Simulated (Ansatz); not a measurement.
K$_{3}$Cu$_{3}$P$_{2}$:
```
K3Cu3P2
1.0
    2.80081     1.61705     6.60492
   -2.80081     1.61705     6.60492
    0.00000    -3.23410     6.60492
K Cu P
3 3 2
Direct
  0.90849   0.90849   0.90849
  0.09151   0.09151   0.09151
  0.50000   0.50000   0.50000
  0.50000   0.00000   0.50000
  0.50000   0.50000   0.00000
  0.00000   0.50000   0.50000
  0.25590   0.25590   0.25590
  0.74410   0.74410   0.74410
```

Relaxed with PBEsol.

**Question.** Map the electron localisation function on the plane through (0.908, 0.908, 0.908) spanned by u = [1, 0, 0] and v = [-1, 1, 1] in lattice vectors, from PBEsol (plane waves, PAW; program Ansatz).

**Answer.** x is the fraction of u, y of v (the angle between them is 70°; rows are the nearest grid lines); atoms in the plane: K at (0.00, 0.00), K at (0.37, 0.18), K at (0.18, 0.59), Cu at (0.68, 0.59), P at (0.69, 0.35), P at (0.67, 0.84).
```
|+*%@@#-          ..:-+*###*=.  :#@@%*+|
|@@@@@%=.  ..::::-=+*#%%%@@@@%+. .+%@@@|
|@@@@%#-   .::::--=*#%%%%%@@@@%=. .+%@@|
|=***=:    .:::::-=+#%#=. .=@@@@%=.  :=|
|          .::::::-=+##+    .#@@@%*-.  |
|           ..:::::-=+*##*++*%@@@%#+:  |
|    .       ..:::::-=+*#%%%%@@@%%#=.  |
| :+#%%%#+:    ..:::::..::-=+*###*+:   |
|.+%@@@@@@@%=.   .:::.::---::.::---.  .|
|.+%@@%**#@@%*.  .:::.::+%@@*-:.:::.  .|
| -#@@%#*#%@@#-   .::.::-*@@#-::.::.   |
|  .+%@@@@@@@#-   :-=--:.::::::..:::.  |
|.    :+*###+-.  .=*#####*+=-::::::::..|
|:..            .-*%%@@@%%%%##*+--:::::|
|::..           .=*%@@@%*-:-+##*+--::::|
|:::..           .=#@@@@*    .*#*+--:::|
|:::..   .=*###+:  .=%@@@%+..-*%#*+--::|
|:::.   .+%@@@@@@%+. .+%@@@@@%%%#*+=-::|
|:::.   :*%@@%%%@@%=. .+%@@@@%%##*=--::|
|       .+%@@%*+#@@%*.  :=****=-:.     |
|-:.     .=#@@@@@@@%*-    ...    .:-==-|
|@@%#-      :=*###*=:          .-#%@@@@|
|@@@@#-       .:::..    .:..   .+%@@@@@|
|+*%@@#-          ..:-+*###*=.  :#@@%*+|
```
Scale: ten equal steps from -0.006 (start of ' ') to 0.922 (end of '@'), in the order ' .:-=+*#%@'; x runs from 0.000 to 1.00, y from 0.000 (bottom) to 1.00 (top).

The density is the valence pseudo-density with augmentation charge, so density and ELF within about 1 Å of a nucleus are not all-electron values.

Space group R-3m. The workflow started from a Materials Project entry (that database holds measured and hypothetical structures alike); the Crystallography Open Database files this formula in space group No. 166, but the cells were not matched. Whether it is the stable phase at ambient conditions was not checked. The cell was relaxed with PBEsol under the symmetry of its start; whether a distortion lowers the energy is not shown. No spin polarisation was allowed.

Potentials: the later of the program's two PAW sets.
